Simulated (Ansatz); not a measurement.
Sn: pressure against volume

Sn, Immm, a = 3.461 Å, b = 3.644 Å, c = 3.974 Å. This isn't the element's structure at ambient conditions. Ansatz: PBEsol+D3(BJ), PAW, 420 eV, Γ-centred 16×16×16 mesh on 1 atom, Gaussian smearing 0.10 eV; no spin polarisation. Shape and atoms are relaxed at each volume; pressure is positive in compression.

| V (Å³/atom) | P (GPa) |
| --- | --- |
| 22.052 | 10.69 |
| 22.804 | 7.25 |
| 23.556 | 4.36 |
| 24.307 | 2.05 |
| 25.059 | -0.02 |
| 25.811 | -1.74 |
| 26.563 | -3.19 |
| 27.565 | ? |

**Question.** Take V0 = 25.059 Å³/atom, count pressures from its P0 = -0.02 GPa, fit the third-order Birch–Murnaghan form to the other rows, and predict the missing pressure.

**Answer.** With the Eulerian strain f = ½[(V0/V)^(2/3) − 1] and y = (P − P0)/[3f(1 + 2f)^(5/2)], the form is the line y = B0 + 1.5 B0 (B0′ − 4) f. Rows (f, y): 0.04448, 64.9; 0.03244, 63.8; 0.02105, 62.6; 0.01026, 63.9; -0.00976, 61.7; -0.01906, 61.1. Means f = 0.01323, y = 63.000; Σ(Δf)² = 0.002987, ΣΔfΔy = 0.1602; the slope is their ratio. y = 62.29 + 53.63 f GPa, so B0 = 62.3 GPa and B0′ = 4 + 2 × (53.63)/(3 × 62.29) = 4.57. At V = 27.565, f = -0.03078, y = 60.64 and P = -4.80 GPa. The run gave -4.46 GPa, so the fit is 0.34 GPa too low, 2.2 % of the span of the series, against an rms of 0.03 GPa on the fitted rows. The row lies outside the fitted range. A fourth-order term fitted to the same rows gives P = -4.78 GPa at this row's volume (the line -4.80, the run -4.46), no gain.

Cost: 8 runs of about 5.9 core-minutes in all, on Intel Xeon Platinum 8488C (Sapphire Rapids) (shared hosts).